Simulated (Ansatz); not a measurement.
Method: Ansatz 0.2.0, DFT PBE, scalar-relativistic, plane waves, PAW. Settings: cutoff 420 eV, Γ-centred meshes spaced at most about 0.3 Å⁻¹, and about 0.25 Å⁻¹ or finer for metals (2π included), Gaussian smearing. No spin polarisation in the final relaxations.

These are static total energies at zero pressure. All come from trial cells, and lower structures may exist.

Problem. These unrelaxed guesses for Ta₂AlF₃ are each relaxed within their symmetry. Order them by the energy at which they end, lowest first.
1.

```
Ta Al F
1.0
     2.54807    1.47113    3.74622
    -2.54807    1.47113    3.74622
     0.00000   -2.94225    3.74622
Ta Al F
2 1 3
Direct
  0.87205 0.87205 0.87205
  0.12795 0.12795 0.12795
  0.50000 0.50000 0.50000
  0.50000 0.50000 0.00000
  0.00000 0.50000 0.50000
  0.50000 0.00000 0.50000
```

2.

```
Ta Al F
1.0
     4.50027    0.00000    0.00000
    -2.25014    3.89735    0.00000
     0.00000    0.00000    4.86840
Ta Al F
2 1 3
Cartesian
  0.0000 2.5982 2.4342
  2.2501 1.2991 2.4342
  0.0000 0.0000 2.4342
  1.5647 0.0000 2.4342
  -0.7823 1.3550 2.4342
  1.4678 2.5423 2.4342
```

3.

```
Ta Al F
1.0
     4.01020    0.00000    0.00000
     0.00000    4.01020    0.00000
     0.00000    0.00000    6.19964
Ta Al F
2 1 3
Direct
  0.50000 0.50000 0.00000
  0.00000 0.00000 0.50000
  0.00000 0.00000 0.00000
  0.00000 0.00000 0.71388
  0.00000 0.00000 0.28612
  0.50000 0.50000 0.50000
```

4.

```
Ta Al F
1.0
     5.55442    0.00000    0.00000
    -2.77721    4.81027    0.00000
     0.00000    0.00000    3.03509
Ta Al F
2 1 3
Cartesian
  2.7772 1.6034 0.0000
  0.0000 3.2068 0.0000
  0.0000 0.0000 0.0000
  -1.3886 2.4051 1.5175
  2.7772 0.0000 1.5175
  1.3886 2.4051 1.5175
```

Solution. 1 (ends in R-3m, 0 meV/atom), 4 (ends in P6/mmm, 0.30 eV/atom), 2 (ends in P-62m, 0.41 eV/atom), 3 (ends in P4/mmm, 0.55 eV/atom).

Weakly bound directions are ill-defined at this level, which has no dispersion term (P4/mmm), and this can change margins and order among such cells. These runs have no spin–orbit coupling, which can matter for Ta. A magnetic state wasn't ruled out in cells without spin, among them P4/mmm. Cells relaxed within their symmetry can be saddle points. Some types were kept out of the candidates beforehand, so the set may lack a known form.
